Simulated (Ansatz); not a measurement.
The relaxed structure here is a generated cell of Ir: the first start was made by placing the elements on the sites of a structure type, and the end was not matched to a known phase here, so it may be hypothetical. Known forms of Ir include space group No. 225.

A relaxed cell of Ir (I4/mmm (No. 139)), relaxed on a k-mesh at least as fine as the one used below. Calculation: PBE (plane waves to 420 eV, PAW, scalar-relativistic; Ansatz, a first-principles code). Γ-centred k-mesh 8×15×14 on the run's cell (coarser than for final values), Fermi–Dirac smearing 0.05 eV.

```yaml
crystal:
  lattice:
    - [-3.34991, 3.34991, 2.66736]
    - [1.67496, -1.67496, 1.33368]
    - [1.67496, 1.67496, -1.33368]
  atoms:
    - { symbol: Ir, position: [0.00000, 0.00000, 0.00000] }
    - { symbol: Ir, position: [0.50000, 0.00000, 0.00000] }
```

The atoms are displaced by (Å):

```csv
atom,ux,uy,uz
Ir1,0.029,0.045,-0.027
Ir2,0.123,0.030,0.022
```

Task: What forces (eV/Å) and pressure result?

Result: 
```
atom     Fx     Fy     Fz
----  -----  -----  -----
Ir1    0.19   0.03   0.40
Ir2   -0.19  -0.03  -0.40
```

Pressure +0.7 GPa.

The undisplaced cell is probably no minimum: from this displacement the run went on to Fm-3m (No. 225), 0.33 eV/atom below it.

No spin polarisation in the result.
